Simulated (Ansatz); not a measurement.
# BaTiO$_{3}$: reading a single point

```yaml
crystal:
  lattice:
    - [3.98672, 3.98672, 0.00000]
    - [3.98672, -3.98672, 0.00000]
    - [0.00000, 0.00000, 3.98672]
  atoms:
    - { symbol: Ba, position: [0.00000, 0.00000, 0.00000] }
    - { symbol: Ba, position: [0.50000, 0.50000, 0.00000] }
    - { symbol: Ti, position: [0.00000, 0.50000, 0.50000] }
    - { symbol: Ti, position: [0.50000, 0.00000, 0.50000] }
    - { symbol: O, position: [0.00000, 0.50000, 0.00000] }
    - { symbol: O, position: [0.50000, 0.00000, 0.00000] }
    - { symbol: O, position: [0.25000, 0.75000, 0.50000] }
    - { symbol: O, position: [0.75000, 0.25000, 0.50000] }
    - { symbol: O, position: [0.25000, 0.25000, 0.50000] }
    - { symbol: O, position: [0.75000, 0.75000, 0.50000] }
```

The numbers come from plane-wave PAW DFT (Ansatz): r2SCAN, with U_eff = 3.79 eV on Ti d (all-electron-ortho-atomic projectors), collinear spin, 500 eV, 4×4×6 Γ-centred k points, gaussian occupations (width 0.0374 eV). Nothing was relaxed.

The state carries no moments; the state need not be the lowest.

(1) Is there a gap, and of what kind?

(2) Is the cell too large or too small?

(3) Give the Bader charges.

(4) What is the character of the valence top and the conduction bottom?

(5) Describe some of the short contacts.

Origin: a database entry at a rescaled volume. Caveats: the input typed no starting moments.

## Answers

(1) The gap is 2.67 eV, indirect or between spins (the least direct gap found is 2.72 eV). A semilocal functional usually gives too small a gap.

(2) The pressure is 2.3 GPa (compression positive), so with the atoms held at these fractions the cell would first expand.

(3) Bader charges in e: Ba +1.57, Ti +2.44, O -1.34. In the mean Ti gives up most and O takes most.

(4) Within 0.7 eV of the edges, the states project mainly on O p (95 %) below the gap and on Ti d (92 %) above it.

(5) Ti–O at 1.99 Å: least valence density 0.64 e/Å³ and ELF 0.20 there. Ba–O at 2.82 Å: least valence density 0.18 e/Å³ and ELF 0.08 there, a closed-shell (ionic or weak) contact. Both are smooth PAW fields, read partly inside the augmentation spheres.
